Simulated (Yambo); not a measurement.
G0W0@PBEsol for BaTiO₃ (space group R3m, No. 160) in Yambo. Reference settings: 4×4×4 Γ-centred k mesh, bands 2 to 127 and a 8 Ry block in the screening, 127 bands in G with the Bruneval-Gonze terminator, plasmon pole fitted at 27.2 eV. The PBEsol gap Z → Γ on this mesh is 2.37 eV; G0W0 gaps are taken between the same points.

The settings were changed. The gap went from 4.01 eV to 4.12 eV, and the shift of the valence edge from -0.37 eV to -0.31 eV.

Task: Name the change that produced these shifts.
(A) 51 bands in G, no terminator
(B) no terminator
(C) wavefunctions cut at 25 Ry
(D) 51 bands in G

Result: C, wavefunctions cut at 25 Ry. The others gave (gap, valence shift): no terminator: 4.11, -0.16 eV; 51 bands in G: 3.97, -0.35 eV; 51 bands in G, no terminator: 4.06, 0.38 eV.

Geometry of the Materials Project entry, not relaxed at this level; primitive cell a = 4.0338 Å, b = 4.0338 Å, c = 4.0338 Å, α = 89.84°, β = 89.84°, γ = 89.84°.

A shift is the quasiparticle energy of the state minus its PBEsol energy.
